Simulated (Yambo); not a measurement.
## Optical response of AlO$_{2}$H

```
CELL_PARAMETERS angstrom
      2.86155     0.00000     0.00000
      0.00000     4.26348     0.00000
      0.00000     0.00000     4.76997
ATOMIC_POSITIONS crystal
  H  0.50000 0.19451 0.97696
  H  0.00000 0.80549 0.47696
  O  0.00000 0.50252 0.64878
  O  0.50000 0.49748 0.14878
  O  0.00000 0.00094 0.34855
  O  0.50000 0.99906 0.84855
  Al 0.50000 0.27634 0.49112
  Al 0.00000 0.72366 0.99112
```

Yambo, RPA with local fields on PBEsol bands; 10×6×6 mesh, 49 bands, 3 Ry local-field block, 0.2 eV broadening; field along x.

```csv
E (eV),Im ε,Re ε,"Im ε, independent particles"
0.0,0.00,3.01,0.00
0.5,0.00,3.01,0.00
1.0,0.01,3.03,0.01
1.5,0.01,3.04,0.01
2.0,0.01,3.07,0.01
2.5,0.02,3.10,0.02
3.0,0.02,3.15,0.02
3.5,0.03,3.21,0.03
4.0,0.03,3.28,0.03
4.5,0.04,3.38,0.04
5.0,0.06,3.50,0.06
5.5,0.09,3.67,0.09
6.0,0.19,3.94,0.19
6.5,0.47,4.24,0.46
7.0,0.86,4.21,0.84
7.5,0.96,4.21,0.93
8.0,1.34,4.30,1.30
8.5,1.36,4.31,1.33
9.0,1.78,4.60,1.77
9.5,2.31,4.71,2.32
10.0,3.26,4.49,3.33
10.5,4.16,3.97,4.32
11.0,4.08,2.84,4.33
11.5,4.16,2.09,4.57
12.0,3.43,1.44,3.85
12.5,3.21,1.18,3.72
13.0,2.79,0.97,3.32
13.5,2.11,1.27,2.67
14.0,2.36,1.62,3.25
14.5,2.41,1.49,3.36
15.0,2.42,1.72,3.50
15.5,2.91,1.58,4.04
16.0,2.83,1.23,3.68
16.5,2.86,1.15,3.65
17.0,3.49,0.86,3.95
17.5,2.98,0.00,2.86
18.0,2.71,-0.06,2.56
18.5,2.53,-0.15,2.35
19.0,2.19,-0.60,1.88
19.5,1.88,-0.60,1.60
20.0,1.51,-0.54,1.32
```

Peak heights and small wiggles depend on the k mesh. Convergence of the RPA response with its 10×6×6 mesh was not tested. No excitonic effects at this level.

Geometry of the Materials Project entry, not relaxed at this level.
